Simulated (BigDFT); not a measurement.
Sensitivity of a calculation on Ga(H)(SiH3)2 (GaH7Si2) to its settings

```xyz
10

Ga    -0.3741    -0.2747    -0.2821
H     -1.5494    -1.1208    -1.1147
Si    -0.5058     2.0606    -0.9465
H      0.5624     2.4540    -1.8939
H     -0.3610     2.9767     0.2115
H     -1.7882     2.4122    -1.5917
Si     0.7968    -1.8537     1.1457
H      1.3604    -1.2044     2.3550
H      1.9430    -2.5148     0.4820
H     -0.0840    -2.9351     1.6346
```

Base run A: LDA (Teter-Pade), Daubechies wavelet basis, HGH (Krack) norm-conserving potentials made for LDA, isolated boundary conditions run with BigDFT 1.9.6, self-consistent single point.

Its settings: basis = Daubechies wavelets; dft.hgrids = 0.33 bohr; dft.rmult = 5 8; dft.ixc = 1; potentials = built-in HGH-K LDA; boundary_conditions = free; dft.gnrm_cv = 1e-04; dft.itermax = 80; dft.idsx = 6; dft.nrepmax = 3.

The grid can part forces that symmetry would make equal. Forces above 1 eV/Å remain at this geometry. The geometry comes from a cheaper method or was typed, in some cases with atoms then moved at random; it is not relaxed at this level, and the species need not be a known compound. A coarse multiplier of 5 or less cuts the tails of heavy atoms' orbitals, which raises levels.

Total energies depend on the potentials, the functional and any Hubbard or dispersion term, so they are compared only between runs that share all of them.

These are the values that this program gave, and no reference: the built-in potentials of some of these elements keep semicore shells in the core, which can shift energies, forces and lattice constants.

Runs:
- B: dft.ixc: 1 → PBE; pseudopotentials: built-in HGH-K LDA → built-in HGH-K PBE [PBE, isolated boundary conditions]
- C: dft.ixc: 1 → -106131; pseudopotentials: built-in HGH-K LDA → built-in HGH-K PBE; psppar.Pseudopotential XC: default → 11 [BLYP, isolated boundary conditions]

```
run  largest force (eV/Å)  basis size
---  --------------------  ----------
A                   1.441      315134
B                   1.415      318452
C                   1.521      318452
```

Run C against A: The largest force goes from 1.441 to 1.521 eV/Å.

Run B against A: The largest force goes from 1.441 to 1.415 eV/Å.

Some of these runs use potentials made for another functional than their own.
